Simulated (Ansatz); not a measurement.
GaFe3 (Cu3Au type, Pm-3m) under volume change, r²SCAN (plane waves, PAW; program Ansatz), scaled uniformly.

```json
[
 {"V (Å³/atom)": "10.982", "E − E(relaxed) (meV/atom)": "64.3", "P (GPa)": "20.94"},
 {"V (Å³/atom)": "11.344", "E − E(relaxed) (meV/atom)": "?", "P (GPa)": "?"},
 {"V (Å³/atom)": "11.706", "E − E(relaxed) (meV/atom)": "6.1", "P (GPa)": "5.66"},
 {"V (Å³/atom)": "12.068", "E − E(relaxed) (meV/atom)": "0.0", "P (GPa)": "-0.01"},
 {"V (Å³/atom)": "12.430", "E − E(relaxed) (meV/atom)": "?", "P (GPa)": "?"},
 {"V (Å³/atom)": "12.792", "E − E(relaxed) (meV/atom)": "19.9", "P (GPa)": "-8.17"},
 {"V (Å³/atom)": "13.155", "E − E(relaxed) (meV/atom)": "41.8", "P (GPa)": "-11.13"}
]
```

**Question.** Complete the blanks.

**Answer.** 
- 12.430, E − E(relaxed) (meV/atom): 5.4
- 12.430, P (GPa): -4.56
- 11.344, E − E(relaxed) (meV/atom): 26.6
- 11.344, P (GPa): 12.66

**Question.** What does a third-order Birch–Murnaghan fit give for V₀, B₀ and B′?

**Answer.** V₀ = 12.07 Å³/atom, B₀ = 168 GPa, B′ = 5.9.

The workflow started from an entry of the Crystallography Open Database (COD). Its standing as an ambient phase is unchecked. The r²SCAN relaxation kept the symmetry of its start; its stability against distortions is not shown here. Magnetic state: ferromagnetic, the only order run, not a proven ground state. Other orbital occupations within this spin state were not tried.

Potentials: the later of the program's two PAW sets.
